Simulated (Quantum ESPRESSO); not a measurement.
Mo2PdSn2Re2Al, input and log of a self-consistent run

Computed values, not a measurement. The program is pw.x of Quantum ESPRESSO 7.5 (plane-wave density functional theory). The cell is made up: eight metal atoms on a hexagonal close-packed lattice, with elements, volume, strain and displacements drawn at random and not relaxed, so it may be unstable or far from any real phase. PseudoDojo standard norm-conserving files set the functional (PBE unless stated); there is no spin polarisation or spin-orbit coupling, the Fermi-Dirac width of 0.25 eV means electrons at about 2900 K, and the masses in the input are unused placeholders. The tin pseudopotential is less sure than most, with forces differing by about three percent from a second method on plain tin. Heavy elements are run without spin-orbit coupling, which real alloys of them have. A spin test at this wide smearing found no moment, but such smearing suppresses magnetism that the real alloy may have.

Input:

```
&control calculation='scf', pseudo_dir='./dojo.nc.sr.pbe.v0_5.standard.upf', outdir='./o', disk_io='medium', tprnfor=.true., tstress=.true. /
&system ibrav=0, nat=8, ntyp=5, nbnd=68, ecutwfc=82.02448710, nosym=.true., tot_charge=0,
 occupations='smearing', smearing='fd', degauss=0.0183746611
/
&electrons conv_thr=1.470e-08, electron_maxstep=70, mixing_beta=0.5 /
ATOMIC_SPECIES
Al 1.0 Al.upf
Mo 1.0 Mo.upf
Pd 1.0 Pd.upf
Re 1.0 Re.upf
Sn 1.0 Sn.upf
CELL_PARAMETERS angstrom
-0.0012 -0.0702 -4.6639
0.0211 5.0557 0.0767
5.749 0.0243 0.0015
ATOMIC_POSITIONS angstrom
Mo -0.0079 -0.0407 0.0118
Pd 2.8797 0.0734 -0.044
Sn 1.3903 2.4676 0.0283
Re 4.314 2.5501 0.0341
Re 0.068 1.6449 -2.2426
Mo 2.8741 1.667 -2.2364
Sn 1.5137 4.1934 -2.25
Al 4.3306 4.2411 -2.2329
K_POINTS automatic
5 5 4 1 1 1
```

The log is shortened where brackets say so; the opening notice, blank lines, dates and the lines on written files are dropped, and the path of the files is cut. It prints rydbergs, bohrs and kilobars, and counts compression as positive stress. Its total energy is the free energy E - TS of the whole cell.

```
     Program PWSCF v.7.5
     Parallel version (MPI & OpenMP), running on       1 processor cores
     Number of MPI processes:                 1
     Threads/MPI process:                     1
     [start-up lines left out]
     bravais-lattice index     =            0
     lattice parameter (alat)  =       8.8145  a.u.
     unit-cell volume          =     914.5608 (a.u.)^3
     number of atoms/cell      =            8
     number of atomic types    =            5
     number of electrons       =       107.00
     number of Kohn-Sham states=           68
     kinetic-energy cutoff     =      82.0245  Ry
     charge density cutoff     =     328.0979  Ry
     scf convergence threshold =      1.5E-08
     mixing beta               =       0.5000
     number of iterations used =            8  plain     mixing
     Exchange-correlation= PBE
                           (   1   4   3   4   0   0   0)
     [axes and pseudopotential details left out]
   Cartesian axes
     site n.     atom                  positions (alat units)
         1        Mo     tau(   1) = (  -0.0016937  -0.0087256   0.0025298  )
         2        Pd     tau(   2) = (   0.6173747   0.0157361  -0.0094331  )
         3        Sn     tau(   3) = (   0.2980644   0.5290252   0.0060672  )
         4        Re     tau(   4) = (   0.9248722   0.5467122   0.0073106  )
         5        Re     tau(   5) = (   0.0145784   0.3526477  -0.4807877  )
         6        Mo     tau(   6) = (   0.6161741   0.3573857  -0.4794585  )
         7        Sn     tau(   7) = (   0.3245199   0.8990169  -0.4823742  )
         8        Al     tau(   8) = (   0.9284310   0.9092432  -0.4787082  )
     number of k points=    50  Fermi-Dirac smearing, width (Ry)=  0.0184
                       cart. coord. in units 2pi/alat
        k(    1) = (   0.1010500   0.0933780  -0.1014428), wk =   0.0400000
        k(    2) = (   0.3038901   0.0925321  -0.1014823), wk =   0.0400000
     [further k points left out]
     Dense  grid:    91837 G-vectors     FFT dimensions: (  54,  60,  64)
     Estimated max dynamical RAM per process >     171.74 MB
     Initial potential from superposition of free atoms
     starting charge     106.9908, renormalised to     107.0000
     Starting wfcs are   71 randomized atomic wfcs
     total cpu time spent up to now is       26.2 secs
     per-process dynamical memory:    95.7 Mb
     Self-consistent Calculation
     iteration #  1     ecut=    82.02 Ry     beta= 0.50
     Davidson diagonalization with overlap
     ethr =  1.00E-02,  avg # of iterations =  4.3
     total cpu time spent up to now is       99.6 secs
     total energy              =   -1213.37862597 Ry
     estimated scf accuracy    <       8.85263142 Ry
     iteration #  2     ecut=    82.02 Ry     beta= 0.50
     Davidson diagonalization with overlap
     ethr =  8.27E-03,  avg # of iterations =  3.0
     total cpu time spent up to now is      180.7 secs
     total energy              =   -1215.89186736 Ry
     estimated scf accuracy    <      41.51127779 Ry
     iteration #  3     ecut=    82.02 Ry     beta= 0.50
     Davidson diagonalization with overlap
     ethr =  8.27E-03,  avg # of iterations =  3.3
     total cpu time spent up to now is      245.0 secs
     total energy              =   -1218.88017914 Ry
     estimated scf accuracy    <       6.32113389 Ry
     iteration #  4     ecut=    82.02 Ry     beta= 0.50
     Davidson diagonalization with overlap
     ethr =  5.91E-03,  avg # of iterations =  1.1
     total cpu time spent up to now is      302.5 secs
     total energy              =   -1219.09499031 Ry
     estimated scf accuracy    <       1.94422545 Ry
     iteration #  5     ecut=    82.02 Ry     beta= 0.50
     Davidson diagonalization with overlap
     ethr =  1.82E-03,  avg # of iterations =  1.2
     total cpu time spent up to now is      358.1 secs
     total energy              =   -1218.97812809 Ry
     estimated scf accuracy    <       1.16404154 Ry
     [iterations 6 to 13 left out]
     iteration # 14     ecut=    82.02 Ry     beta= 0.50
     Davidson diagonalization with overlap
     ethr =  6.29E-10,  avg # of iterations =  2.7
     total cpu time spent up to now is      898.9 secs
     total energy              =   -1219.01941579 Ry
     estimated scf accuracy    <       0.00000134 Ry
     iteration # 15     ecut=    82.02 Ry     beta= 0.50
     Davidson diagonalization with overlap
     ethr =  6.29E-10,  avg # of iterations =  1.9
     total cpu time spent up to now is      965.4 secs
     total energy              =   -1219.01941592 Ry
     estimated scf accuracy    <       0.00000013 Ry
     iteration # 16     ecut=    82.02 Ry     beta= 0.50
     Davidson diagonalization with overlap
     ethr =  1.17E-10,  avg # of iterations =  2.0
     total cpu time spent up to now is     1022.6 secs
     total energy              =   -1219.01941593 Ry
     estimated scf accuracy    <       0.00000002 Ry
     iteration # 17     ecut=    82.02 Ry     beta= 0.50
     Davidson diagonalization with overlap
     ethr =  2.08E-11,  avg # of iterations =  2.0
     total cpu time spent up to now is     1083.5 secs
     total energy              =   -1219.01941593 Ry
     estimated scf accuracy    <       0.00000004 Ry
     iteration # 18     ecut=    82.02 Ry     beta= 0.50
     Davidson diagonalization with overlap
     ethr =  2.08E-11,  avg # of iterations =  1.1
     total cpu time spent up to now is     1137.3 secs
     End of self-consistent calculation
     [lines on levels left out]
!    total energy              =   -1219.01941593 Ry
     estimated scf accuracy    <          2.0E-09 Ry
     smearing contrib. (-TS)   =      -0.10136326 Ry
     internal energy E=F+TS    =   -1218.91805267 Ry
     The total energy is F=E-TS. E is the sum of the following terms:
     one-electron contribution =    -318.92074120 Ry
     hartree contribution      =     227.42964635 Ry
     xc contribution           =    -243.35125264 Ry
     ewald contribution        =    -884.07570518 Ry
     convergence has been achieved in  18 iterations
     Forces acting on atoms (cartesian axes, Ry/au):
     atom    1 type  2   force =    -0.06330950    0.01012886    0.00040824
     atom    2 type  3   force =     0.02618429   -0.02907673    0.02654196
     atom    3 type  5   force =     0.02500451   -0.01382925    0.03659042
     atom    4 type  4   force =     0.00772170    0.01408452    0.00570419
     atom    5 type  4   force =    -0.04022576   -0.03799093   -0.01841836
     atom    6 type  2   force =     0.04368140    0.02112352   -0.02734208
     atom    7 type  5   force =    -0.00636739    0.05040274   -0.01737949
     atom    8 type  1   force =     0.00731075   -0.01484273   -0.00610487
     Total force =     0.135974     Total SCF correction =     0.000154
     Computing stress (Cartesian axis) and pressure
          total   stress  (Ry/bohr**3)                   (kbar)     P=      -21.72
  -0.00021921  -0.00014416  -0.00000996          -32.25      -21.21       -1.46
  -0.00014416  -0.00025875  -0.00009374          -21.21      -38.06      -13.79
  -0.00000996  -0.00009374   0.00003500           -1.46      -13.79        5.15
     init_run     :     23.91s CPU     25.91s WALL (       1 calls)
     electrons    :   1038.92s CPU   1111.14s WALL (       1 calls)
     forces       :     10.68s CPU     10.78s WALL (       1 calls)
     stress       :     35.97s CPU     36.19s WALL (       1 calls)
     [timing details left out]
     PWSCF        :  18m29.89s CPU  19m44.78s WALL
     JOB DONE.
```

In other units: free energy -16585.604 eV for the cell, pressure -2.17 GPa, largest force component 1.628 eV/Å in size. The run took 1186 s of wall time with one process on a shared machine (AMD EPYC, Zen 5, virtual cores), so the time is rough. A rerun of this cell at a higher cutoff and on a denser mesh moved values by no more than 0.012 eV in energy, 0.08 GPa in stress and 0.020 eV/Å in force, and a second program with other atomic files agreed on that cell to 2 % rms in force and 0.5 GPa in pressure.